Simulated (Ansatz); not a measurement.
## Bi (dhcp): energy against volume

Theory: Ansatz 0.2.0, DFT, r2SCAN, plane waves (500 eV) with PAW, scalar-relativistic. The PAW files were generated under PBE, with cores re-solved for the functional.

The cell is scaled uniformly from the relaxed one, with fractional coordinates and shape fixed. Energies are extrapolated to zero smearing, pressures are those at the given smearing. Magnetic state: spin not included.

A Birch-Murnaghan fit gives V₀ = 31.17 Å³/atom, B₀ = 55 GPa, B₀′ = 4.6.

Question: What are the energy above the minimum and the pressure at 28.773 Å³/atom?

Answer: 36.8 meV/atom and 5.41 GPa as computed.

Question: What are the energy above the minimum and the pressure at 32.526 Å³/atom?

Answer: 9.5 meV/atom and -2.10 GPa as computed.

Question: What are the energy above the minimum and the pressure at 33.777 Å³/atom?

Answer: 32.6 meV/atom and -3.67 GPa as computed.
